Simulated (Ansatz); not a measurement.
A geometry of Hf away from equilibrium: step 2 of the relaxation of a relaxed Hf cell, doubled along one cell vector, shaken by Gaussian noise of σ = 0.08 Å a coordinate. The numbers are results of PBE (plane waves to 420 eV, PAW, scalar-relativistic; Ansatz, a program for electronic structure), not measurements. Γ-centred k-mesh 7×13×12 on the run's cell (coarser than for final values), Fermi–Dirac smearing 0.05 eV.

```
CELL_PARAMETERS angstrom
     -3.74642     3.75816     3.22625
      1.86617    -1.85537     1.57701
      1.88062     1.86279    -1.58527
ATOMIC_POSITIONS crystal
  Hf 0.00435 0.02198 0.03677
  Hf 0.49941 0.97889 0.02903
```

### Question
Predict the force on each atom, in eV/Å.

### Answer
```csv
atom,Fx,Fy,Fz
Hf1,-0.29,0.02,0.01
Hf2,0.29,-0.02,-0.01
```

### Question
What is the pressure?

### Answer
-0.1 GPa, compression positive.

### Question
How much energy per atom can still be gained by relaxing?

### Answer
0.15 eV/atom; the path ends in P6₃/mmc (No. 194) (hcp (Mg type)).

No spin polarisation in the result.

The run could not lose the symmetry of its start.

Of the parent cell (I4/mmm (No. 139)): it is a generated cell of Hf: the first start was made by a random draw of sites in a space group, and the end was not matched to a known phase here, so it may be hypothetical. Known forms of Hf include space group No. 194.
